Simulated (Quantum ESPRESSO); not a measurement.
## Band energies of K2Pt

```
CELL_PARAMETERS angstrom
      0.00000     3.73612     3.73612
      3.73612     0.00000     3.73612
      3.73612     3.73612     0.00000
ATOMIC_POSITIONS crystal
  K  0.75000 0.75000 0.75000
  K  0.25000 0.25000 0.25000
  Pt 0.00000 0.00000 0.00000
```

PBEsol (Quantum ESPRESSO, PseudoDojo norm-conserving, 84 Ry, scalar-relativistic); path ΓXWKΓLUWLK,UX; energies in eV from the valence-band maximum.

```csv
k (1/Å),point,band 14,band 15,band 16,band 17,band 18,band 19,band 20,band 21
0.00,Γ,-0.21,-0.21,-0.05,-0.05,-0.05,3.55,3.55,3.55
0.48,,-0.28,-0.22,-0.08,-0.05,-0.05,2.17,4.00,4.00
0.84,X,-0.36,-0.34,-0.05,-0.05,0.00,1.64,3.83,4.30
0.98,,-0.34,-0.33,-0.09,-0.05,-0.01,1.78,3.61,3.98
1.26,W,-0.28,-0.24,-0.24,-0.07,-0.05,2.71,2.71,3.29
1.56,K,-0.29,-0.27,-0.15,-0.06,-0.05,2.19,2.84,4.34
1.96,,-0.18,-0.17,-0.16,-0.08,-0.07,2.20,3.52,4.10
2.35,,-0.21,-0.21,-0.06,-0.05,-0.05,3.39,3.57,3.58
2.45,Γ,-0.21,-0.21,-0.05,-0.05,-0.05,3.55,3.55,3.55
2.76,,-0.19,-0.19,-0.11,-0.06,-0.06,2.57,3.80,3.80
3.18,L,-0.15,-0.15,-0.14,-0.07,-0.07,1.40,4.25,4.25
3.59,,-0.27,-0.23,-0.15,-0.08,-0.06,2.19,2.86,4.34
3.69,U,-0.29,-0.27,-0.15,-0.06,-0.05,2.19,2.84,4.34
3.99,W,-0.28,-0.24,-0.24,-0.07,-0.05,2.71,2.71,3.29
4.33,,-0.21,-0.16,-0.15,-0.12,-0.06,1.78,3.54,4.20
4.59,L,-0.15,-0.15,-0.14,-0.07,-0.07,1.40,4.25,4.25
4.67,,-0.16,-0.15,-0.14,-0.08,-0.07,1.45,4.14,4.25
5.01,,-0.27,-0.24,-0.15,-0.07,-0.06,2.23,2.82,4.34
5.10,K,-0.29,-0.27,-0.15,-0.06,-0.05,2.19,2.84,4.34
5.10,U,-0.29,-0.27,-0.15,-0.06,-0.05,2.19,2.84,4.34
5.40,X,-0.36,-0.34,-0.05,-0.05,0.00,1.64,3.83,4.30
```

The PBEsol gap is indirect, 1.40 eV, from X to L; the smallest direct gap is 1.47 eV.

Without spin-orbit coupling, band edges of such heavy elements can be off by tenths of an eV.

Geometry relaxed with PBEsol.

The structure is a Materials Project entry; no match was found in the copy of COD used, and its stability was not checked.
